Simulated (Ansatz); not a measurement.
Stress against strain in Ge

```
CELL_PARAMETERS angstrom
3.99759 0.00000 0.00000
-1.99879 3.46201 0.00000
0.00000 0.00000 6.59938
ATOMIC_POSITIONS crystal
Ge 0.66667 0.33333 0.06290
Ge 0.33333 0.66667 0.56290
Ge 0.66667 0.33333 0.43710
Ge 0.33333 0.66667 0.93710
```

Atom numbers follow the list: Ge1, Ge2, Ge3, Ge4.

The cell is the one relaxed in the Materials Project (mp-1007760), not relaxed further here; entries there can be hypothetical.

Method: Ansatz 0.2.0, DFT, PBEsol, all-electron LAPW, scalar-relativistic.

The runs use a Γ-centred 11×11×6 k mesh, Fermi–Dirac smearing of 0.05 eV, basis error target 1 meV/atom, no spin polarisation.

The strain is applied along the Cartesian axes of the cell as listed (the other components stay zero). Fractional coordinates are held (clamped ions).

σ is the change of stress from the unstrained cell, which is at -0.05 GPa; tension is positive, so slopes are stress–strain coefficients at that pressure. In a metal the k mesh adds noise.

Only quantities that a quadratic follows smoothly over the whole series are listed; rougher ones are left out.

| εzz | σzz (GPa) | σxx (GPa) |
| --- | --- | --- |
| -0.0300 | -6.42 | -0.28 |
| -0.0200 | -4.05 | -0.17 |
| -0.0100 | -1.91 | -0.08 |
| 0.0000 | 0.00 | 0.00 |
| 0.0200 | 3.31 | 0.20 |
| 0.0300 | 4.72 | 0.31 |

Fit the series and read off the stiffness at zero strain.

Least-squares fits y = p0 + p1 x + p2 x² to the rows give σzz (GPa): p1 = 185, p2 = -960; σxx (GPa): p1 = 9.63, p2 = 8.6. So C33 = 185 GPa and C13 = 10 GPa, for these axes.

One run, at εzz = 0.0100, is withheld. Predict its row.

The fits give 1.77, 0.11; the run gave 1.74, 0.10.
